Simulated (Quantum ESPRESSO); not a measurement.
## W4Se2S6 (convergence and cost over cutoff and k mesh)

Simulated, not a measurement. The program is pw.x of Quantum ESPRESSO 7.5 (plane-wave density functional theory). The cell is made up: 12 atoms on a layered 2H lattice, with randomly drawn elements, strain and displacements, not relaxed. PseudoDojo standard norm-conserving files (v0.5 for PBE, v0.4.1 for LDA and PBEsol) set the functional; there is no spin polarisation, spin-orbit coupling or dispersion term, and the masses in the input are unused placeholders.

Input of the run in row 4:

```
&control calculation='scf', pseudo_dir='./dojo.nc.sr.pbe.v0_5.standard.upf', outdir='./o', disk_io='medium', tprnfor=.true., tstress=.true. /
&system ibrav=0, nat=12, ntyp=3, nbnd=68, ecutwfc=85.99341389, nosym=.true., tot_charge=0,
 occupations='smearing', smearing='fd', degauss=0.0018374661
/
&electrons conv_thr=7.350e-09, electron_maxstep=60, /
ATOMIC_SPECIES
S 1.0 S.upf
Se 1.0 Se.upf
W 1.0 W.upf
CELL_PARAMETERS angstrom
3.2256 0.0 0.0
0.0 5.587 0.0
0.0 0.0 12.8173
ATOMIC_POSITIONS angstrom
W -0.0904 1.9475 3.1795
W 1.716 0.759 9.7315
W 1.7271 4.6263 3.1809
W 0.1059 3.7803 9.6086
Se 0.0166 1.8944 8.0861
S 0.2144 1.9742 11.184
Se 1.5063 0.8625 1.5839
S 1.6047 0.8497 4.8978
S 1.5596 4.6101 7.8293
S 1.6647 4.5962 11.255
S 0.0421 3.7313 1.6666
S -0.011 3.717 4.7844
K_POINTS automatic
7 4 2 1 1 1
```

The same cell was run at these settings. Meshes are shifted by half a step, and differences are from the last row, which is itself not exact.

| cutoff (eV) | k mesh | k points solved | threshold (eV) | free energy less the last row's (eV) | pressure (GPa) | largest stress difference (GPa) | largest force difference (eV/Å) | iterations | wall time (s) | k-point pools | processor |
| --- | --- | --- | --- | --- | --- | --- | --- | --- | --- | --- | --- |
| 819 | 2 x 2 x 2 | 4 | 1e-04 | 1.244 | -19.12 | 20.42 | 0.684 | 11 | 200 | 1 | AMD EPYC, Zen 5 class |
| 1170 | 2 x 2 x 2 | 4 | 1e-07 | -1.464 | -0.79 | 2.03 | 0.678 | 17 | 437 | 1 | AMD EPYC, Zen 5 class |
| 833 | 7 x 4 x 2 | 28 | 1e-07 | 2.110 | -14.52 | 14.90 | 0.029 | 17 | 242 | 4 | Intel Xeon, 2023 or later |
| 1170 | 7 x 4 x 2 | 28 | 1e-07 | 0.002 | 0.37 | 0.02 | 0.026 | 18 | 2491 | 1 | AMD EPYC, Zen 5 class |
| 1467 | 9 x 6 x 4 | 108 | 1e-07 | 0.000 | 0.35 | 0.00 | 0.000 | 17 | 1800 | 4 | Intel Xeon, 2023 or later |

Each pool is one process. Wall times include start-up and a band step at six k points, which weighs most on the coarsest meshes. The runs were on shared virtual cores whose load varied, so times are rough.